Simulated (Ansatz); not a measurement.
The relaxed structure here is a generated cell of Pt: the first start was made by placing the elements on the sites of a structure type, and the end was not matched to a known phase here, so it may be hypothetical. Known forms of Pt include space group No. 225.

A relaxed cell of Pt (Pm-3m (No. 221)), relaxed on a k-mesh at least as fine as the one used below. The numbers are results of PBE (plane waves to 420 eV, PAW, scalar-relativistic; Ansatz, an electronic-structure program), not measurements. Γ-centred k-mesh 6×12×12 on the run's cell (coarser than for final values), Fermi–Dirac smearing 0.05 eV.

```
CELL_PARAMETERS angstrom
      5.24811     0.00000     0.00000
      0.00000     2.62406     0.00000
      0.00000     0.00000     2.62406
ATOMIC_POSITIONS crystal
  Pt 0.00000 0.00000 0.00000
  Pt 0.50000 0.00000 0.00000
```

The atoms are displaced by (Å):

```
atom      ux      uy      uz
----  ------  ------  ------
Pt1   -0.144  -0.009  -0.049
Pt2   -0.128  -0.164   0.000
```

Q: What forces (eV/Å) and pressure result?

A: 
```csv
atom,Fx,Fy,Fz
Pt1,0.16,-0.01,0.01
Pt2,-0.16,0.01,-0.01
```

Pressure -0.1 GPa.

No spin polarisation in the result.

The run that gave the undisplaced cell could not lose the symmetry of its start; a randomly shaken copy of 2 atoms returns to this structure.
